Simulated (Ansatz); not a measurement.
Clamped-ion strain scan in Ta

These are results of DFT r2SCAN, scalar-relativistic, plane waves, PAW (Ansatz 0.2.0), not measurements. Cutoff 500 eV, Γ-centred 20×20×20 k-points, Gaussian smearing of 0.15 eV. Spin–orbit coupling is left out, which can shift energies with elements as heavy as these. No spin polarisation. Energies are free energies at this smearing, counted from the undisturbed cell; pressure is positive in compression.

The undisturbed cell (as given, not relaxed at this level; it stands at -1.7 GPa; this fcc form isn't the usual structure):

```
Ta
1.0
     0.00000    2.11000    2.11000
     2.11000    0.00000    2.11000
     2.11000    2.11000    0.00000
Ta
1
Cartesian
  0.0000 0.0000 0.0000
```

The cell is strained by ε times the Voigt pattern (0, 1, 0, 0, 0, 0) (xx, yy, zz, yz, xz, xy; engineering shear) with fractional coordinates fixed. The cell is metallic on the mesh throughout.

```json
{"ε": "-0.1500", "ΔE (meV/atom)": "103.3"}
{"ε": "-0.1125", "ΔE (meV/atom)": "42.6"}
{"ε": "-0.0750", "ΔE (meV/atom)": "13.7"}
{"ε": "-0.0375", "ΔE (meV/atom)": "1.7"}
{"ε": "0.0000", "ΔE (meV/atom)": "0.0"}
{"ε": "0.0375", "ΔE (meV/atom)": "18.3"}
{"ε": "0.0750", "ΔE (meV/atom)": "57.5"}
{"ε": "0.1125", "ΔE (meV/atom)": "116.9"}
{"ε": "0.1312", "ΔE (meV/atom)": "154.6"}
{"ε": "0.1500", "ΔE (meV/atom)": "197.8"}
```